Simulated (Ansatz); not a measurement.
Given:

SiBCN:
```yaml
crystal:
  lattice:
    - [2.86167, 0.00000, 0.00000]
    - [-1.43084, 2.47828, 0.00000]
    - [0.00000, 0.00000, 4.63498]
  atoms:
    - { symbol: B, position: [0.33333, 0.66667, 0.49141] }
    - { symbol: Si, position: [0.66667, 0.33333, 0.00172] }
    - { symbol: C, position: [0.33333, 0.66667, 0.14590] }
    - { symbol: N, position: [0.66667, 0.33333, 0.61096] }
```

This is the PBEsol-relaxed structure.

All from PBEsol (plane waves, PAW; program Ansatz), unless another level is named. Predict the formation energy from the elements (no fitted shifts).

-0.41 eV/atom.

Next, the HSE06 gap on the PBEsol cell?

3.59 eV.

What about the electron effective mass?

0.28, 0.52, 0.52 mₑ (principal values).

Space group P3m1. The start of the workflow was typed in or built on a structure type; neither database checked (COD, Materials Project) lists it. Whether it is the stable phase at ambient conditions was not checked. Symmetry was held in the PBEsol relaxation; its stability against distortions is not shown here. The volume moved by -19 % from the start of the relaxation. The references are the lowest solids computed at this level, not always the standard phases (solids in place of the gases).

Potentials: the earlier of the program's two PAW sets. The files were generated under PBE; for other functionals the program regenerates the frozen cores, and for LDA and PBEsol the local potential too.
